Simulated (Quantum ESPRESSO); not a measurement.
Band energies of RhAgO₂

```xyz
4
Lattice="1.5270 0.8816 6.1911 -1.5270 0.8816 6.1911 0.0000 -1.7632 6.1911" Properties=species:S:1:pos:R:3 pbc="T T T"
O      0.0000     0.0000    16.4783
O      0.0000     0.0000     2.0950
Rh     0.0000     0.0000     9.2866
Ag     0.0000     0.0000     0.0000
```

norm-conserving PBEsol (Quantum ESPRESSO, 88 Ry, without SOC); path ΓLB1,BZΓX,QFP1Z,LP; energies in eV from the valence-band maximum.

```csv
k (1/Å),point,band 20,band 21,band 22,band 23,band 24,band 25,band 26,band 27
0.00,Γ,-3.07,-3.07,-1.74,-1.74,-1.07,1.37,2.97,2.97
0.33,,-3.44,-3.23,-1.40,-1.17,-0.96,1.58,2.44,2.84
0.76,,-3.06,-2.78,-1.18,-0.59,-0.50,1.62,2.14,2.64
1.20,L,-2.77,-1.65,-1.23,-0.79,-0.48,2.09,2.50,2.71
1.62,,-3.03,-1.77,-1.41,-0.33,-0.31,2.11,2.19,3.78
1.94,B1,-3.04,-2.07,-1.42,-0.39,-0.01,2.15,2.15,4.81
1.94,B,-3.04,-2.07,-1.42,-0.39,-0.01,2.15,2.15,4.81
2.38,,-3.20,-1.87,-1.01,-0.69,-0.59,1.25,2.19,3.32
2.82,,-2.97,-2.90,-1.15,-1.06,-0.10,1.26,2.54,3.08
3.26,Z,-2.23,-2.23,-1.76,-1.76,-0.08,2.08,2.81,2.81
3.76,Γ,-3.07,-3.07,-1.74,-1.74,-1.07,1.37,2.97,2.97
4.06,,-3.40,-3.33,-1.33,-1.31,-0.99,1.54,2.49,2.87
4.46,,-2.99,-2.97,-0.98,-0.56,-0.51,1.34,1.99,2.91
4.86,,-2.92,-2.20,-1.04,-0.38,-0.26,1.79,2.13,3.82
5.16,X,-3.02,-2.06,-1.42,-0.37,-0.02,2.13,2.15,5.09
5.16,Q,-3.02,-2.06,-1.42,-0.37,-0.02,2.13,2.15,5.09
5.60,,-2.96,-2.29,-1.03,-0.73,-0.23,2.09,2.53,2.87
5.82,F,-2.79,-2.35,-0.98,-0.78,-0.33,2.07,2.33,2.88
5.82,P1,-2.80,-2.17,-1.06,-0.78,-0.37,1.96,2.45,2.83
5.91,,-2.84,-2.07,-1.12,-0.76,-0.40,1.49,2.78,2.80
6.26,,-2.96,-2.60,-1.42,-0.63,-0.34,0.73,2.63,3.20
6.61,,-2.89,-2.69,-1.40,-1.07,-0.08,1.46,2.69,2.97
6.96,Z,-2.23,-2.23,-1.76,-1.76,-0.08,2.08,2.81,2.81
6.96,L,-2.77,-1.65,-1.23,-0.79,-0.48,2.09,2.50,2.71
7.30,P,-2.80,-2.17,-1.06,-0.78,-0.37,1.96,2.45,2.83
```

The PBEsol gap is 0.43 eV; at least one edge lies off the plotted path, at a point of the SCF mesh. The smallest direct gap is 0.67 eV. Another valence extremum on the path lies within 0.02 eV, too close to call.

Spin-orbit splittings are left out.

Geometry relaxed with PBEsol.

The structure is a Materials Project entry; no match was found in the copy of COD used, and its stability was not checked.
